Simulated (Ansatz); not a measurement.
## B2C: forces and stress of a distorted cell

This is artificial B2C built from a small cell holding one bonded unit and then distorted.

PBE, LAPW, all electrons in Ansatz, scalar-relativistic, Dirac core shells, point nucleus. Brillouin zone: 2×2×2 (shift 0.5, 0.5, 0.5 mesh steps), Fermi–Dirac smearing of 0.15 eV; a denser mesh would shift the values. In metals such a mesh can move stress, forces and moments by their own size. The run is spin-unpolarised. Holes or spare electrons on the non-metal atoms can carry spin, which this run forbids. Labels count atoms in the order given.

Extended XYZ with forces in eV/Å (pressure in GPa):

```xyz
3
Lattice="3.0685 -0.0437 -0.0656 -0.0437 3.1712 -0.0315 -0.0656 -0.0315 3.1080" Properties=species:S:1:pos:R:3:forces:R:3 pbc="T T T" pressure=7.92
C     2.8789    3.0872    0.0405    1.0980    6.8185   -0.0944
B     2.2454    2.0102   -0.4157   -4.7135   -4.7078   -4.0822
B     3.6937    2.6294    1.0490    3.6155   -2.1107    4.1766
```

Stress (GPa; xx, yy, zz, yz, xz, xy; compression positive): 18.86, 4.11, 0.78, 22.41, -8.62, 32.02.

## BC3, all-electron reference calculation

Cell: model BC3 built from a small cell holding one bonded unit and then distorted.

Method as above, mesh 2×2×2 with shift 0.5, 0.5, 0.5. Spin-restricted. The cell's electron count is odd, so a run with spin could end lower.

Extended XYZ with forces in eV/Å (pressure in GPa):

```xyz
4
Lattice="3.5441 -0.1550 -0.0129 -0.1550 3.6582 -0.0930 -0.0129 -0.0930 3.5485" Properties=species:S:1:pos:R:3:forces:R:3 pbc="T T T" pressure=20.93
B     0.4223    3.3536    1.3680    0.1818    3.9172   -0.4965
C    -0.3039    2.6453    2.2790   -6.2271   -4.4609    3.0884
C     1.5349    2.7237    0.9883    7.1836   -5.3758   -0.6314
C     0.0330    4.5128    0.7396   -1.1382    5.9195   -1.9605
```

Stress (GPa; xx, yy, zz, yz, xz, xy; compression positive): 23.34, 29.68, 9.75, -24.56, -23.82, -13.46.

Single point on BC3

System: model BC3 in a small cell holding one bonded unit, strained and with atoms displaced.

Same method, mesh 1×1×2 with shift 0.0, 0.0, 0.5. Spin-restricted. The cell's electron count is odd, so a run with spin could end lower.

Lattice in Å, fractional positions:
```yaml
crystal:
  lattice:
    - [-2.58003, 2.87477, 2.56775]
    - [2.74194, -2.75188, 2.60678]
    - [2.38112, 2.55297, -2.44487]
  atoms:
    - { symbol: B, position: [0.68828, 0.42436, 0.68032] }
    - { symbol: C, position: [0.48608, 0.17516, 0.33135] }
    - { symbol: C, position: [0.68883, 0.72316, 0.85553] }
    - { symbol: C, position: [0.94234, 0.40062, 0.87658] }
```

Question: Predict the output of the run.

Answer: 
| atom | Fx (eV/Å) | Fy (eV/Å) | Fz (eV/Å) |
| --- | --- | --- | --- |
| B1 | 1.460 | -1.089 | -0.490 |
| C2 | -6.020 | -4.128 | -2.429 |
| C3 | 6.290 | -2.115 | 2.629 |
| C4 | -1.731 | 7.332 | 0.290 |

Stress (GPa; xx, yy, zz, yz, xz, xy; compression positive): 27.86, 30.94, 0.86, 4.12, 6.55, -2.65.

* Pressure: 19.89 GPa
* Largest force: 7.693 eV/Å
